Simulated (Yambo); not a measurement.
Material: a free-standing SnO monolayer (symmetry P4/nmm, slab cell 15.3 Å high); a = 3.7850 Å, b = 3.7850 Å, c = 15.3000 Å, α = 90.00°, β = 90.00°, γ = 90.00° (4 atoms in the cell). The layer was cut from Materials Project entry mp-2097 and relaxed with PBEsol in a cell 15.3 Å high, with the Coulomb interaction truncated along z.

With norm-conserving PBE (stringent potentials; Quantum ESPRESSO, 102 Ry, without SOC), the gap between the mesh's edge points ((0, 0.25) → M) is 3.190 eV.

Question: Estimate the G0W0 gap between the same points from Yambo (4×4×1 Γ-centred k mesh, bands 9 to 158 and a 8 Ry block in the screening, 158 bands in G with the Bruneval-Gonze terminator, plasmon pole fitted at 27.2 eV, slab-truncated Coulomb interaction, stochastic integration of W near q = 0).

Answer: The correction is 1.964 eV, giving 5.153 eV, 1.6 times the PBE value. Among the k points computed, the smallest G0W0 gap is 5.11 eV, (0, 0.25) → X. The mesh misses a band edge: along a dense path the PBE gap is 3.08 eV against 3.19 eV on the mesh. Nearest settings tried, and what they do to the gap: 92 bands in G: +15 meV; 92 bands in W, 92 bands in G: +47 meV; 5 Ry block (305 vectors against 591): -67 meV. Not varied: mesh, cell height. So the settings aren't converged at that level. Spin-orbit splittings are left out.

This is a model layer cut from the bulk structure; whether it is stable on its own was not checked.
